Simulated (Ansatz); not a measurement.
Input file for Ansatz (an electronic-structure program):

Ansatz 0.2 input:
```yaml
crystal:
  lattice:
    - [4.0928833929, 0.0, 0.0]
    - [0.0, 4.0928833929, 0.0]
    - [0.0, 0.0, 9.0691095353]
  atoms:
    - { symbol: Ba, position: [0.0, 0.5, 0.8209369258] }
    - { symbol: Ba, position: [0.5, 0.0, 0.1790630742] }
    - { symbol: Cu, position: [0.5, 0.5, 0.5] }
    - { symbol: Cu, position: [0.0, 0.0, 0.5] }
    - { symbol: S, position: [0.0, 0.5, 0.3567640667] }
    - { symbol: S, position: [0.5, 0.0, 0.6432359333] }
    - { symbol: F, position: [0.5, 0.5, 0.0] }
    - { symbol: F, position: [0.0, 0.0, 0.0] }
kpoints:
  mp_grid: { grid: [6, 6, 3] }
hamiltonian:
  xc: r2scan
  pseudopotentials: { azcp: { folder: ./paw }, kind: paw }
scf:
  occupations: { method: fixed }
phonons:
  method: dfpt
  response_accuracy: low
  qmesh: [3, 3, 1]
  interpolated_qmesh: [13, 13, 6]
  dielectric: true
  rigid_motions: translations
  temperatures: { t_max: 1000, t_step: 50 }
  qpath:
    path:
      - [[0.0, 0.0, 0.0], [0.0, 0.5, 0.0], [0.5, 0.5, 0.0], [0.0, 0.0, 0.0], [0.0, 0.0, 0.5], [0.0, 0.5, 0.5], [0.5, 0.5, 0.5], [0.0, 0.0, 0.5]]  # Γ-X-M-Γ-Z-R-A-Z
      - [[0.0, 0.5, 0.0], [0.0, 0.5, 0.5]]  # X-R
      - [[0.5, 0.5, 0.0], [0.5, 0.5, 0.5]]  # M-A
    npoints: 9
```

Output (shortened):

```
WARN phonons: the dynamical matrix that this run interpolates holds no multipole term above the dipole-dipole one, and a site of this crystal is no centre of …
Pseudopotential: Ba, paw, valence charge 10
Pseudopotential: Cu, paw, valence charge 19
Pseudopotential: S, paw, valence charge 6
Pseudopotential: F, paw, valence charge 7
Functional definition: r2SCAN
Crystal: 8 atoms, lattice volume = 151.923 Å³
Basis set: ecut = 500 eV, 3889 PW (Γ), exchange–correlation on 300×300×720 points (1000 copies of the dense FFT grid, shifted against one another)
Bands: 51, of which v1, the nominal top of the filled ones, is band 42 counted from 1 (41 counted from 0)
Symmetry: 16 space group operations
k-points: 40 of 108 (irreducible under 2 space group operations, time reversal used)
WARN: iter 1: σ=0 fill of 42 bands saw a band overlap (occupied 12.4273 eV > unoccupied 11.6730 eV) — on an unconverged iterate often a transient of an (band_overlap_at_count)
SCF 1 converged in 17 iterations: F = -28635.300330 eV  dr2 = 1.24e-11
── the response to a field inside a basis, on 8×8×4 k-points: an SCF that follows is theirs, and a resumed run solves both again ──
Crystal: 8 atoms, lattice volume = 151.923 Å³
Bands: 43, of which v1, the nominal top of the filled ones, is band 42 counted from 1 (41 counted from 0)
k-points: 20 of 256
SCF 1 converged in 6 iterations: F = -28634.873078 eV  dr2 = 3.71e-8
WARN: field response: ε∞ stands inside a basis, on 8×8×4 points …
SCF converged after 17 iterations
Free energy (F): -28635.300330 eV
Harris-Foulkes:  -28635.300330 eV  (|F-HF|=0.00e0)
Internal energy: -28635.300330 eV  (E = F + TS)
E sigma→0 (E₀):  -28635.300330 eV
Fermi energy:    9.667116 eV
--- Per-component energies (eV) ---
  E_band       = -1076.007957
  E_kinetic    = 1450.520274
  E_local      = -16349.273624  (includes V_loc(G=0)·N_el)
  E_nonlocal   = 2242.853850
  E_hartree    = 7124.060292
  E_xc         = -814.913558
  E_vxc        = -863.981923  (∫ρ·V_xc dr)
  E_paw        = -15775.626520  (= ΣΔE_a)
  E_vpaw       = -1854.119082  (= ΣTr[D̂ρ^β])
  E_aug_tail   = 0.001356  (compensation charges beyond the density's cutoff)
  E_vtau       = 49.870660  (kinetic-family band-sum trace: ∫τ·v_τ [+ j·A + Jᵃ·Aᵃ] dr)
  E_ewald      = -6512.178709
  E_core_change = -0.743692  (= ΣΔE_core)
  E_smearing   =  0.000000  (= −TS)
  E_closure    = 0.000000  (closes the sum)
  Σ components = -28635.300330   (vs F -28635.300330, Δ=0.00e0)
--- Band table (eV; the first three rows and the last of 40) ---
  k-point 0: bands = ["-105.7467", "-105.7452", "-61.6373", "-61.6352", "-61.5956", "-61.5956", "-61.5840", "-61.5840", "-18.6969", "-18.4180", "-15.4539", "-15.3874", "-4.6817", "-4.0568", "-3.2934", "-3.2934", "-3.0705", "-3.0705", "-2.7771", "-2.6348", …
  k-point 1: bands = ["-105.7467", "-105.7452", "-61.6373", "-61.6352", "-61.5956", "-61.5956", "-61.5840", "-61.5840", "-18.6966", "-18.4184", "-15.4537", "-15.3874", "-4.7113", "-4.0028", "-3.2930", "-3.2930", "-3.0710", "-3.0710", "-2.8263", "-2.6108", …
  k-point 2: bands = ["-105.7466", "-105.7453", "-61.6371", "-61.6353", "-61.5949", "-61.5949", "-61.5848", "-61.5848", "-18.6548", "-18.4099", "-15.4715", "-15.4184", "-4.6460", "-4.1428", "-3.2921", "-3.2589", "-3.1072", "-3.0643", "-2.7875", "-2.7212", …
  k-point 39: bands = ["-105.7460", "-105.7460", "-61.6362", "-61.6362", "-61.5968", "-61.5968", "-61.5830", "-61.5830", "-18.3459", "-18.3459", "-15.6246", "-15.6246", "-3.7098", "-3.7098", "-3.6394", "-3.6394", "-3.3840", "-3.3840", "-3.3026", "-3.3026", …
--- Phonons (Γ-DFPT): 8 representative perturbations + reference, on 40 of 108 k-points (Σ response iterations 58) ---
  ASR residual: 2.421e-4 → 0.000e0 eV/Å²; symmetrization residual: 8.533e-5 eV/Å²
  ASR residual per site (eV/Å²): 1.12e-4 1.12e-4 1.66e-4 1.66e-4 5.26e-5 5.26e-5 2.42e-4 2.42e-4
  Γ frequencies (cm⁻¹): 0.00 0.00 0.00 46.86 46.86 67.18 67.18 84.08 84.08 95.33 105.20 147.14 147.14 149.15 149.93 208.68 208.68 213.56 223.16 223.16 265.77 281.54 281.54 298.23
  ε∞ (high-frequency dielectric tensor):
        5.561346     0.000000     0.000000
        0.000000     5.561346     0.000000
        0.000000     0.000000     4.078607
  ε⁰ (static dielectric tensor: ions relaxed, cell fixed):
       14.108616     0.000000     0.000000
        0.000000    14.108616     0.000000
        0.000000     0.000000    12.241030
  ε⁰ − ε∞ (ionic part):
        8.547270     0.000000     0.000000
        0.000000     8.547270     0.000000
        0.000000     0.000000     8.162423
  softest optical mode at Γ: 46.86 cm⁻¹; the repairs (sum rule, projections) moved no ω² at Γ by more than (5.73 cm⁻¹)²
  Born effective charges Z* (e; rows j = field, columns β = displacement):
    site 0:
         2.69594    0.00000    0.00000
         0.00000    2.69594    0.00000
         0.00000    0.00000    3.47082
    site 1:
         2.69594    0.00000    0.00000
         0.00000    2.69594    0.00000
         0.00000    0.00000    3.47082
    site 2:
         1.08385    0.00000    0.00000
         0.00000    1.08385    0.00000
         0.00000    0.00000    0.20360
    site 3:
         1.08385    0.00000    0.00000
         0.00000    1.08385    0.00000
         0.00000    0.00000    0.20360
    site 4:
        -2.41885    0.00000    0.00000
         0.00000   -2.41885    0.00000
         0.00000    0.00000   -1.33715
    site 5:
        -2.41885    0.00000    0.00000
         0.00000   -2.41885    0.00000
         0.00000    0.00000   -1.33715
    site 6:
        -1.36094    0.00000    0.00000
         0.00000   -1.36094    0.00000
         0.00000    0.00000   -2.33727
    site 7:
        -1.36094    0.00000    0.00000
         0.00000   -1.36094    0.00000
         0.00000    0.00000   -2.33727
  Z* charge neutrality: 3.026e-2 e pre-enforcement
  solved inside a basis spanned on kpoints, on 8×8×4 k-points, its susceptibility summed on 10×10×4: ε∞ is read to err by 2.8e-2, Z* by 3.2e-2 e (field_mesh …
  optical modes at Γ without the LO–TO term, one row a degenerate level:
      ω (cm⁻¹)  modes    IR ((D/Å)²/amu)
         46.86      2             0.0000
         67.18      2             0.0311
         84.08      2             0.0000
         95.33      1             0.0000
        105.20      1             1.3140
        147.14      2            20.0998
        149.15      1             0.0000
        149.93      1             7.6264
        208.68      2            12.2972
        213.56      1             0.0000
        223.16      2             0.0000
        265.77      1             0.0000
        281.54      2             0.0000
        298.23      1            10.9782
  optical modes at Γ + LO–TO along q̂ = [1.0000, 0.0000, 0.0000]:
      ω (cm⁻¹)  modes    IR ((D/Å)²/amu)
         46.86      2             0.0000
         67.18      1             0.0155
         67.28      1             0.0019
         84.08      2             0.0000
         95.33      1             0.0000
        105.20      1             1.3140
        147.14      1            10.0499
        149.15      1             0.0000
        149.93      1             7.6264
        179.75      1             1.1442
        208.68      1             6.1486
        213.56      1             0.0000
        223.16      2             0.0000
        265.77      1             0.0000
        271.67      1            15.0680
        281.54      2             0.0000
        298.23      1            10.9782
  optical modes at Γ + LO–TO along q̂ = [0.0000, 1.0000, 0.0000]:
      ω (cm⁻¹)  modes    IR ((D/Å)²/amu)
         46.86      2             0.0000
         67.18      1             0.0155
         67.28      1             0.0019
         84.08      2             0.0000
         95.33      1             0.0000
        105.20      1             1.3140
        147.14      1            10.0499
        149.15      1             0.0000
        149.93      1             7.6264
        179.75      1             1.1442
        208.68      1             6.1486
        213.56      1             0.0000
        223.16      2             0.0000
        265.77      1             0.0000
        271.67      1            15.0680
        281.54      2             0.0000
        298.23      1            10.9782
  optical modes at Γ + LO–TO along q̂ = [0.0000, 0.0000, 1.0000]:
      ω (cm⁻¹)  modes    IR ((D/Å)²/amu)
         46.86      2             0.0000
         67.18      2             0.0311
         84.08      2             0.0000
         95.33      1             0.0000
        110.39      1             0.0751
        147.14      2            20.0998
        149.15      1             0.0000
        197.36      1             2.4685
        208.68      2            12.2972
        213.56      1             0.0000
        223.16      2             0.0000
        265.77      1             0.0000
        281.54      2             0.0000
        374.05      1            17.3750
  non-analytic LO–TO correction: the dipole-dipole term of the run's Born effective charges and high-frequency dielectric tensor (where they are solved with …
--- Phonons (arbitrary-q DFPT): 3 irreducible q on the 3×3×1 mesh ---
  q = [0.0000, 0.0000, 0.0000] (star 1, of the zone-centre solve; hermiticity 1.99e-5, symmetrization 2.24e-8): 0.00 0.00 0.00 46.86 46.86 67.18 67.18 84.08 84.08 95.33 105.20 147.14 147.14 149.15 149.93 208.68 208.68 213.56 223.16 223.16 265.77 281.54 281.54 298.23
  q = [0.0000, 0.3333, 0.0000] (star 4, 12 solved perturbations on 48 of 108 k-point pairs; hermiticity 4.47e-5, symmetrization 4.20e-10): 42.88 51.19 58.21 62.06 71.64 71.68 78.98 85.98 87.99 102.75 132.31 136.81 164.19 169.24 198.48 206.65 221.10 228.76 …
  q = [0.3333, 0.3333, 0.0000] (star 4, 8 solved perturbations in 456 linear systems a pass and spin channel, the states on 72 of 108 k-point pairs; hermiticity 1.28e-5, symmetrization 2.18e-10): 54.67 56.92 67.73 72.81 79.96 82.51 86.95 91.08 100.70 108.86 …
  sum rule: each row above includes the acoustic sum rule's correction from the zone centre's row sums; it moved no ω² by more than (1.86 cm⁻¹)²
  mesh force constants: q→R imaginary residual 1.35e-16; ASR residual 2.421e-4 → 0.000e0 eV/Å²; symmetrization residual 2.665e-15 eV/Å²
  interpolated dispersion: 85 rows × 24 modes
  density of states and harmonic sums: on the 13×13×6 q-mesh, interpolated from the force constants of a 3×3×1 supercell (with the dipole–dipole term)
  largest difference from the sums on the solved wave vectors: F 8.00e-2 eV, S 1.09e-4 and C_V 2.84e-5 eV/K
  zero-point energy: 0.236429 eV/cell   skipped modes (ω ≤ 0): 3   left out of the sums: 1.23e-4 of the cell's modes …
```

Cost: roughly 110 core-minutes on shared cores.

Space group P4/nmm. The workflow started from a Materials Project entry (that database holds measured and hypothetical structures alike); the Crystallography Open Database copy checked does not list it. Its standing as an ambient phase is unchecked. The cell was relaxed with r²SCAN under the symmetry of its start. No spin polarisation was allowed. No Hubbard U is applied. Scalar-relativistic: spin–orbit coupling is off unless named, which matters more the heavier the elements.

Potentials: the earlier of the program's two PAW sets.

Ansatz is a plane-wave DFT program.
